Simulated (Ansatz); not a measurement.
CoSi2 (fluorite type, space group Fm-3m)

```yaml
crystal:
  lattice:
    - [0.00000, 2.65610, 2.65610]
    - [2.65610, 0.00000, 2.65610]
    - [2.65610, 2.65610, 0.00000]
  atoms:
    - { symbol: Co, position: [0.00000, 0.00000, 0.00000] }
    - { symbol: Si, position: [0.25000, 0.25000, 0.25000] }
    - { symbol: Si, position: [0.75000, 0.75000, 0.75000] }
```

The slice is a {110} plane (indices of the conventional cell) through the point (0.250, 0.250, 0.250) (fractional), spanned by u = [100] and v = [1 -1 -1] in vectors of this cell: u (3.76 Å) and v (5.31 Å, at 90° to u). It covers one period; positions are fractions (u, v).

Method: PBEsol (plane waves to 420 eV, PAW, scalar-relativistic; Ansatz, a quantum-chemistry and plane-wave program). k mesh 15×15×15. Inside the PAW spheres the values are not all-electron values, and peaks at nuclei hang on which shells count as valence. CoSi2 is run without spin polarisation. CoSi2 was relaxed with its symmetry unable to fall.

Problem. The ELF has a maximum in the middle third of the Co–Si line. Where, and how high?

Solution. 0.74, 1.4 Å from Co.

Problem. What is the valence density on the shortest Co–Si line in this plane (2.30 Å), at its midpoint?

Solution. 0.51 e/Å³.

Problem. Sketch the valence electron density on this plane as a map.

Solution. 
```
|....::----::::::::::::::::----::..|
|::::::::::::............::::::::::|
|------::::................::::----|
|------::::....        ....::::----|
|----::::....            ....::::--|
|----::::....            ....::::--|
|----::::....            ....::::--|
|------::::....        ....::::----|
|------::::................::::----|
|::::::::::::............::::::::::|
|....::----::::::::::::::::----::..|
|  ..::------::::::::::::------::..|
|....::------------------------::..|
|::::------------====------------::|
|------------==++++++++==----------|
|----------==++**####**++==--------|
|----------==**%%@@@@%%**==--------|
|----------==**%%@@@@%%**==--------|
|----------==**%%@@@@%%**==--------|
|----------==++**####**++==--------|
|------------==++++++++==----------|
|::::------------====------------::|
|....::------------------------::..|
|  ..::------::::::::::::------::..|
```
Scale: ten equal steps from -1.44 (start of ' ') to 1.70 (end of '@'), in the order ' .:-=+*#%@'. Values: log₁₀ of the valence density in e/Å³. The map has 17 points along u (two characters each, u = 0 at the left) and 24 along v (v = 0 in the bottom row). The scale is logarithmic, as a density can span decades between atoms and voids.
